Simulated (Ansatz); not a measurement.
## Sc$_{2}$Co: pressure against volume

Sc$_{2}$Co, I4/mcm, a = 6.214 Å, c = 5.549 Å. The structure is a COD entry; whether it is the stable form wasn't checked. Ansatz: PBEsol, PAW, 420 eV, Γ-centred 8×8×8 mesh on 6 atoms, Gaussian smearing 0.10 eV; no spin polarisation. Shape and atoms are relaxed at each volume; pressure is positive in compression.

```
V (Å³/atom) P (GPa)
     16.784     6.41
     17.319     2.97
     17.855    -0.02
     18.390    -2.62
     18.926        ?
```

**Question.** Take V0 = 17.855 Å³/atom, count pressures from its P0 = -0.02 GPa, fit the third-order Birch–Murnaghan form to the other rows, and predict the missing pressure.

**Answer.** With the Eulerian strain f = ½[(V0/V)^(2/3) − 1] and y = (P − P0)/[3f(1 + 2f)^(5/2)], the form is the line y = B0 + 1.5 B0 (B0′ − 4) f. Rows (f, y): 0.02105, 91.8; 0.01026, 92.3; -0.00974, 93.5. Means f = 0.007190, y = 92.533; Σ(Δf)² = 0.0004881, ΣΔfΔy = -0.02725; the slope is their ratio. y = 92.93 − 55.81 f GPa, so B0 = 92.9 GPa and B0′ = 4 + 2 × (-55.81)/(3 × 92.93) = 3.60. At V = 18.926, f = -0.01905, y = 93.99 and P = -4.89 GPa. The run gave -4.87 GPa, so the fit is 0.02 GPa too low, a small miss on the scale of the series. The form still works here, 33 % of the fitted range beyond its end.

Spin polarisation was left out, and a magnetic state may lie lower.

Cost: 5 runs of about 7.4 core-minutes in all, on Arm Neoverse V1 (shared hosts).